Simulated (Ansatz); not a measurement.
Polymorphs of TaAl, each relaxed with PBE (plane waves, PAW; program Ansatz):

A: L1₀ or tetragonal B2 (P4/mmm)
a = b = 2.835 Å, c = 4.185 Å, α = β = γ = 90.00°

```json
[
 {"atom": "Ta", "site": "1a", "symmetry": "4/mmm", "x": "0.0000", "y": "0.0000", "z": "0.0000"},
 {"atom": "Al", "site": "1d", "symmetry": "4/mmm", "x": "0.5000", "y": "0.5000", "z": "0.5000"}
]
```

B: rock salt (Fm-3m)
a = b = c = 5.283 Å, α = β = γ = 90.00°

```
atom  site  symmetry       x       y       z
----  ----  --------  ------  ------  ------
Ta      4a      m-3m  0.0000  0.0000  0.0000
Al      4b      m-3m  0.5000  0.5000  0.5000
```

C: CsCl type (Pm-3m)
a = 3.225 Å, b = 3.225 Å, c = 3.225 Å, α = 90.00°, β = 90.00°, γ = 90.00°

| atom | site | symmetry | x | y | z |
|---|---|---|---|---|---|
| Ta | 1a | m-3m | 0.0000 | 0.0000 | 0.0000 |
| Al | 1b | m-3m | 0.5000 | 0.5000 | 0.5000 |

Order them by energy per atom at 0 K (lowest first) at the level PBE.

A (+0 meV/atom), C (+311 meV/atom), B (+719 meV/atom)

Typed or built starts, not in the databases checked: A; B; C. All cells were relaxed under the symmetry of their starts (and spin orders); stability against distortions was not tested throughout. Rows with no word on spin ran without spin polarisation. Scalar-relativistic: spin–orbit coupling is off unless named, which matters more the heavier the elements.

Energies hold the estimated change up to a 700 eV cutoff; steps of a few meV lie near the error of the meshes.

Potentials: the later of the program's two PAW sets.
